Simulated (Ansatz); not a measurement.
# SiO2, one structure, two calculations

Cell: a structure deposited in the COD whose atoms were relaxed with PBE, the cell held.

Space group P4_12_12 (No. 92); a = 4.9570, c = 6.8903 Å.

```csv
site,Wyckoff,site symmetry,x,y,z
Si,4a,..2,0.3071,0.3071,0.0000
O,8b,1,0.2360,0.1200,0.1869
```

One atom of each set is listed.

First run. Method: Kohn–Sham DFT in Ansatz, PBE, plane waves and PAW, scalar-relativistic, 420 eV cutoff, Γ-centred 4×4×3 k-points, Fermi–Dirac smearing 0.02 eV.

| site | V_zz (10²¹ V/m²) | η |
| --- | --- | --- |
| Si | -0.40 | 0.83 |
| O | 9.37 | 0.21 |

Second run. The same atoms and settings, except that the functional is r2SCAN and the cutoff is 500 eV.

Question: What does the second run give?

Answer: 

```tsv
site	V_zz	η	change of V_zz
Si	-0.40	0.77	0.00
O	9.25	0.21	-0.12
```

The largest change of V_zz is on O, from 9.37 to 9.25. In per cent, |V_zz| changes by -1 on O (all sites that start above 0.5).

For the second run: The largest force is 0.3 eV/Å, so the atoms aren't at the calculated equilibrium and relaxing them would move these values.
